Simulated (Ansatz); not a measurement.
A scan (energy over volume and axial ratio; atoms clamped) gave these values. These are PBE (plane waves to 420 eV, PAW, scalar-relativistic; Ansatz, a first-principles code) values and carry that method's errors.

Shear modulus C′ = (C11 − C12)/2 (fit, atoms clamped): 260 GPa

Question: Of these crystals, all scanned alike, which one is it?
A) CuI (zinc blende)
B) TiC (rock salt)
C) NbN (rock salt)

Answer: C, NbN (rock salt). The others have, for the shear modulus C′ = (C11 − C12)/2: CuI 9 GPa, TiC 194 GPa

All were relaxed with their symmetry unable to fall. CuI is run without spin polarisation. NbN is run without spin polarisation. Spin-orbit coupling is left out. This is a high-temperature form of NbN. TiC is run without spin polarisation. With partly filled bands, the response to shear is sensitive to the k mesh, so small differences along c/a are uncertain.

(Under strain, the slope of the energy per volume gives the stress and its curvature an elastic modulus.)
